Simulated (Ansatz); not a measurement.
Start of a relaxation of B3P4Ir:

```cif
data_structure
_symmetry_space_group_name_H-M 'P-43m'
_symmetry_Int_Tables_number 215
_cell_length_a 4.7787
_cell_length_b 4.7787
_cell_length_c 4.7787
_cell_angle_alpha 90.000
_cell_angle_beta 90.000
_cell_angle_gamma 90.000
_cell_volume 109.13
loop_
_atom_site_label
_atom_site_type_symbol
_atom_site_symmetry_multiplicity
_atom_site_Wyckoff_symbol
_atom_site_fract_x
_atom_site_fract_y
_atom_site_fract_z
_atom_site_occupancy
B1 B 3 c 0.00000 0.50000 0.50000 1
P1 P 4 e 0.25268 0.74732 0.74732 1
Ir1 Ir 1 a 0.00000 0.00000 0.00000 1
```

Level of theory: Ansatz 0.2.0, DFT PBE, scalar-relativistic, plane waves, PAW. Cutoff 420 eV, Gaussian smearing, Γ-centred meshes. Cell and atoms relax first on a coarse mesh and then on a finer one. In between, the cell is made exact in the group found at 0.06 Å. In metals the finer mesh still leaves noise of several meV/atom or more. The steps can't lower the symmetry of their start. No spin polarisation.

A guess keeps its type if space group and coordination stay and the shape of the cell changes little (axis ratios within about 15 %, angles within 6°); the volume may change.

Question: Does this structure survive the relaxation?

Answer: It keeps its type. The symmetry stays P-43m (No. 215). The volume per atom shrinks by 1.2 %, from 13.6 to 13.5 Å³. The shortest distance goes from 2.06 Å (B–P) to 2.02 Å (B–P). Counting neighbours within 15 % of an atom's shortest distance, the start has B 4, Ir 4, P 4 and the end B 4, Ir 4, P 4.

Formation energies are uncorrected and refer to the elements' standard structures at the same level. The references include black phosphorus.

Question: At what energy does it end?

Answer: −0.16 eV/atom. It lies below the elements, which doesn't yet make it stable against other compounds or structures.

The last run used an 8×8×8 mesh for its 8-atom cell and Gaussian smearing of 0.10 eV. These runs have no spin–orbit coupling, which can matter for Ir. The reference form of P is held partly by dispersion forces, which this level lacks. A structure relaxed within its symmetry needn't be a true minimum.
